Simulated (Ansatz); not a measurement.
Relaxation of a generated trial cell of Cu in the AFLOW prototype A_hR1_166_a (A_i); 1 atom in the cell, which starts as R-3m, hexagonal axes (No. 166), hR1; a = 3.4783 Å, b = 3.4783 Å, c = 3.3675 Å, α = 90.00°, β = 90.00°, γ = 120.00°. All values below come from PBEsol (plane waves to 420 eV, PAW, scalar-relativistic; Ansatz, an electronic-structure program). Γ-centred k-mesh 14×14×14 on the run's cell (coarser than for final values), Fermi–Dirac smearing 0.05 eV. This is the first round of the run. 

The optimiser's lines from the output (shortened; P is positive under compression):

```
relax step   1: F+E_penalty+E_count = -6588.30411762 eV  Δ(F+E_penalty+E_count) = +0.000e0 eV  max|allowed force component| = 0.000e0 eV/Å  Δτ_max = 0.0000 Å  P = +12.753 GPa  Ω = 11.761 Å³  (8 SCF iters, dr2 threshold 1.00e-7 eV, accepted)
relax step   2: F+E_penalty+E_count = -6588.40060505 eV  Δ(F+E_penalty+E_count) = -9.649e-2 eV  max|allowed force component| = 0.000e0 eV/Å  Δτ_max = 0.0000 Å  P = +6.567 GPa  Ω = 11.936 Å³  (6 SCF iters, dr2 threshold 1.00e-7 eV, accepted)
relax step   3: F+E_penalty+E_count = -6588.48678806 eV  Δ(F+E_penalty+E_count) = -8.618e-2 eV  max|allowed force component| = 0.000e0 eV/Å  Δτ_max = 0.0000 Å  P = +3.590 GPa  Ω = 11.881 Å³  (6 SCF iters, dr2 threshold 1.00e-7 eV, accepted)
relax step   4: F+E_penalty+E_count = -6588.57109004 eV  Δ(F+E_penalty+E_count) = -8.430e-2 eV  max|allowed force component| = 0.000e0 eV/Å  Δτ_max = 0.0000 Å  P = +2.276 GPa  Ω = 11.698 Å³  (6 SCF iters, dr2 threshold 1.00e-7 eV, accepted)
relax step   5: F+E_penalty+E_count = -6588.65282036 eV  Δ(F+E_penalty+E_count) = -8.173e-2 eV  max|allowed force component| = 0.000e0 eV/Å  Δτ_max = 0.0000 Å  P = +1.763 GPa  Ω = 11.452 Å³  (6 SCF iters, dr2 threshold 1.00e-7 eV, accepted)
relax step   6: F+E_penalty+E_count = -6588.71076411 eV  Δ(F+E_penalty+E_count) = -5.794e-2 eV  max|allowed force component| = 0.000e0 eV/Å  Δτ_max = 0.0000 Å  P = +2.447 GPa  Ω = 11.178 Å³  (7 SCF iters, dr2 threshold 1.00e-7 eV, accepted)
relax step   7: F+E_penalty+E_count = -6588.71694542 eV  Δ(F+E_penalty+E_count) = -6.181e-3 eV  max|allowed force component| = 0.000e0 eV/Å  Δτ_max = 0.0000 Å  P = -4.746 GPa  Ω = 11.515 Å³  (6 SCF iters, dr2 threshold 1.00e-7 eV, accepted)
relax step   8: F+E_penalty+E_count = -6588.71368789 eV  Δ(F+E_penalty+E_count) = +3.258e-3 eV  max|allowed force component| = 0.000e0 eV/Å  Δτ_max = 0.0000 Å  P = +5.079 GPa  Ω = 10.920 Å³  (8 SCF iters, dr2 threshold 1.00e-7 eV, rejected (line search))
relax step   9: F+E_penalty+E_count = -6588.72136523 eV  Δ(F+E_penalty+E_count) = -4.420e-3 eV  max|allowed force component| = 0.000e0 eV/Å  Δτ_max = 0.0000 Å  P = +1.089 GPa  Ω = 11.171 Å³  (8 SCF iters, accepted)
relax step  10: F+E_penalty+E_count = -6588.72157054 eV  Δ(F+E_penalty+E_count) = -2.053e-4 eV  max|allowed force component| = 0.000e0 eV/Å  Δτ_max = 0.0000 Å  P = -0.039 GPa  Ω = 11.229 Å³  (5 SCF iters, dr2 threshold 1.00e-7 eV, accepted)
relax step  11: F+E_penalty+E_count = -6588.72157281 eV  Δ(F+E_penalty+E_count) = -2.269e-6 eV  max|allowed force component| = 0.000e0 eV/Å  Δτ_max = 0.0000 Å  P = -0.001 GPa  Ω = 11.227 Å³  (3 SCF iters, dr2 threshold 7.41e-9 eV, accepted)
relax step  12: F+E_penalty+E_count = -6588.73345370 eV  Δ(F+E_penalty+E_count) = -1.188e-2 eV  max|allowed force component| = 0.000e0 eV/Å  Δτ_max = 0.0000 Å  P = +1.953 GPa  Ω = 11.227 Å³  stress off target by 3.01e0 GPa  SCF on the basis re-selected at this cell (its energy is not comparable with the rows above)  (8 SCF iters)
relax step  13: F+E_penalty+E_count = -6588.73536386 eV  Δ(F+E_penalty+E_count) = -1.910e-3 eV  max|allowed force component| = 0.000e0 eV/Å  Δτ_max = 0.0000 Å  P = +0.506 GPa  Ω = 11.318 Å³  (6 SCF iters, dr2 threshold 1.00e-7 eV, accepted)
relax step  14: F+E_penalty+E_count = -6588.73548279 eV  Δ(F+E_penalty+E_count) = -1.189e-4 eV  max|allowed force component| = 0.000e0 eV/Å  Δτ_max = 0.0000 Å  P = +0.029 GPa  Ω = 11.350 Å³  (6 SCF iters, dr2 threshold 1.00e-7 eV, accepted)
relax step  15: F+E_penalty+E_count = -6588.73548223 eV  Δ(F+E_penalty+E_count) = +5.593e-7 eV  max|allowed force component| = 0.000e0 eV/Å  Δτ_max = 0.0000 Å  P = -0.003 GPa  Ω = 11.352 Å³  (6 SCF iters, dr2 threshold 8.37e-9 eV, accepted)
relax step  16: F+E_penalty+E_count = -6588.73558097 eV  Δ(F+E_penalty+E_count) = -9.875e-5 eV  max|allowed force component| = 0.000e0 eV/Å  Δτ_max = 0.0000 Å  P = -0.011 GPa  Ω = 11.352 Å³  stress off target by 1.44e-2 GPa  SCF on the basis re-selected at this cell (its energy is not comparable with the rows above)  (6 SCF iters)
```

From the first to the last row the energy changes by -0.43 eV/atom and the volume by -3.5 %. The last row is marked as not comparable with the walk above it, whose basis was carried along; it does compare with step 1, since both stand on a basis selected at the nominal cutoff for their own cell.

Energy and pressure jump between steps 11 and 12 at one geometry, where the plane-wave basis was selected anew. While the cell walks, the set of plane waves is carried along, so its effective cutoff drifts with the strain; re-selecting it at 420 eV moved the energy by -0.012 eV/atom and the pressure by 2.0 GPa. Only step 1 and rows on a re-selected basis compare with each other.

Step 8 was rejected by the optimiser.

Later rounds, restarted from the end of this one on a renewed k-mesh, logged 7 more steps and released under 0.01 eV/atom more. The final structure after all rounds: Im-3m (No. 229), cI2, bcc (W type); a = b = c = 2.832 Å, α = β = γ = 90.00°. Between re-selections the logged energies stand on a plane-wave basis carried along with the cell. No spin polarisation in the result.

The run could not lose the symmetry of its start, so the end can be a saddle point.

The relaxed structure here is a generated cell of Cu: the first start was made by placing the elements on the sites of a structure type, and the end was not matched to a known phase here, so it may be hypothetical. Known forms of Cu include space group No. 225.
